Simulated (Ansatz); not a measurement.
A one-shot G0W0 calculation of BN (h-MgO type) (it has left that coordination) with Ansatz, at the level G0W0@PBE with 140 empty bands, a screening cutoff of 140 eV and a 6×6×2 mesh, norm-conserving potentials. Cell and atoms come from a relaxation with r2SCAN.

Input (YAML):
```yaml
crystal:
  lattice:
    - [2.500838106, 0.0, 0.0]
    - [-1.250419053, 2.1657893305, 0.0]
    - [0.0, 0.0, 6.8931301039]
  atoms:
    - { symbol: B, position: [0.3333333333, 0.6666666667, 0.25] }
    - { symbol: B, position: [0.6666666667, 0.3333333333, 0.75] }
    - { symbol: "N", position: [0.6666666667, 0.3333333333, 0.25] }
    - { symbol: "N", position: [0.3333333333, 0.6666666667, 0.75] }
kpoints:
  mp_grid: { grid: [6, 6, 2] }
hamiltonian:
  xc: pbe
  pseudopotentials: { kind: nc }
scf:
  occupations: { method: fixed }
gw:
  n_empty_bands: 140
  ecut_chi: 140
  qp_bands: [v2, c2]
  qp_kpoints: band_edges
  screening: { model: contour_deformation }
```

Run as `ansatz run input.yaml --threads 2 --pin off --max-ram 3686MiB --backend cpu --events-out ev --progress --plain --runs-dir out`. Wall time 40 s on 2 threads of Arm Neoverse V1 (shared host); peak host memory 0.48 GiB.

Output, abridged:
```
Functional definition: PBE
Crystal: 4 atoms, lattice volume = 37.335 Å³
Basis set: ecut = 1240 eV, 3705 PW (Γ)
Bands: 12, of which v1, the nominal top of the filled ones, is band 8 counted from 1 (7 counted from 0)
Symmetry: 24 space group operations
Space group: P63/mmc (ITA 194)
k-points: 14 of 72
Free energy (F): -756.155718 eV
Fermi energy:    4.375291 eV
--- G₀W₀: contour deformation, 6 samples at zero and on the imaginary axis and 1 off it, 72 q-points, 140 empty bands' worth ---
    ik  band        ε_KS         Σx   Σc(E_QP)       V_xc       Z   E_QP_lin       E_QP  E_QP is
     0     7      3.0721   -23.6909     3.3291   -19.2288  0.7937     1.9247     1.9391  root
     0     8      3.0721   -23.6909     3.3291   -19.2288  0.7937     1.9247     1.9391  root
     0     9      9.4219    -4.5634    -3.8602    -8.6475  0.8401     9.6463     9.6459  root
     0    10     14.2611    -7.3159    -5.2428   -13.4651  0.7757    15.1918    15.1675  root
     1     7      3.0596   -23.6801     3.3328   -19.2115  0.7937     1.9094     1.9239  root
     1     8      3.0596   -23.6801     3.3328   -19.2115  0.7937     1.9094     1.9239  root
     1     9     11.5898    -5.8539    -4.2824   -10.6509  0.8186    12.1075    12.1044  root
     1    10     11.5898    -5.8539    -4.2824   -10.6509  0.8186    12.1075    12.1044  root
     2     7      2.1518   -23.4726     3.5292   -18.7486  0.7880     0.9393     0.9571  root
     2     8      2.1857   -23.5050     3.5208   -18.7959  0.7882     0.9799     0.9974  root
     2     9     10.3230    -4.4915    -3.9412    -8.6914  0.8372    10.5823    10.5817  root
     2    10     13.9333    -8.0076    -5.3777   -14.4027  0.7560    14.9635    14.9507  root
     3     7      2.1687   -23.4888     3.5252   -18.7721  0.7881     0.9595     0.9772  root
     3     8      2.1687   -23.4888     3.5252   -18.7721  0.7881     0.9595     0.9772  root
     3     9     12.2021    -6.1262    -4.3903   -11.1114  0.8115    12.8016    12.7971  root
     3    10     12.2021    -6.1262    -4.3903   -11.1114  0.8115    12.8016    12.7971  root
     6     7      3.0388   -19.3199     2.7943   -15.4365  0.7769     1.9330     1.9497  root
     6     8      3.8590   -20.5661     2.7347   -16.8662  0.7787     2.8823     2.8938  root
     6     9      8.7178    -5.7420    -4.3254   -10.7583  0.8193     9.4133     9.4087  root
     6    10      9.8801    -7.3771    -4.6043   -12.9165  0.8017    10.8255    10.8152  root
     7     7      3.4586   -19.9406     2.7565   -16.1561  0.7781     2.4169     2.4307  root
     7     8      3.4586   -19.9406     2.7565   -16.1561  0.7781     2.4169     2.4307  root
     7     9      9.1354    -6.3451    -4.3661   -11.4726  0.8141     9.9028     9.8969  root
     7    10      9.1354    -6.3451    -4.3661   -11.4726  0.8141     9.9028     9.8969  root
    10     7      2.7925   -18.8792     2.7787   -14.9884  0.7761     1.6621     1.6806  root
    10     8      3.8076   -20.4137     2.6751   -16.7835  0.7786     2.8412     2.8525  root
    10     9      9.6181    -6.3331    -4.5943   -11.7546  0.8072    10.4531    10.4453  root
    10    10     10.3082    -7.7869    -4.7046   -13.4757  0.7947    11.3050    11.2924  root
    12     7      4.3247   -20.4506     2.5340   -16.9960  0.7830     3.3946     3.4041  root
    12     8      4.3247   -20.4506     2.5340   -16.9960  0.7830     3.3946     3.4041  root
    12     9      9.1917    -6.4088    -4.6419   -11.9142  0.8065    10.0633    10.0551  root
    12    10      9.1917    -6.4088    -4.6419   -11.9142  0.8065    10.0633    10.0551  root
    13     7      4.3753   -20.6567     2.5561   -17.1865  0.7826     3.4518     3.4612  root
    13     8      4.3753   -20.6567     2.5561   -17.1865  0.7826     3.4518     3.4612  root
    13     9      9.0434    -6.0910    -4.6045   -11.5223  0.8093     9.8776     9.8703  root
    13    10      9.0434    -6.0910    -4.6045   -11.5223  0.8093     9.8776     9.8703  root
```

The points are ik 0 = (0, 0, 0) (Γ), ik 1 = (0, 0, -1/2), ik 2 = (0, 1/6, 0), ik 3 = (0, 1/6, -1/2), ik 6 = (0, -1/2, 0), ik 7 = (0, -1/2, -1/2), ik 10 = (1/6, 1/3, 0), ik 12 = (1/3, 1/3, 0), ik 13 = (1/3, 1/3, -1/2); band 8 is the last filled one.

G0W0 moves the gap on the mesh from 4.34 eV (PBE) to 5.95 eV (k = (1/3, 1/3, -1/2) to k = (0, -1/2, 0)). Renormalisation factors Z lie between 0.76 and 0.84. The G0W0 figures hold for the stated bands, cutoff and mesh and aren't extrapolated.

Note: simulated data, non-magnetic, for a generated structure that need not be the stable one.
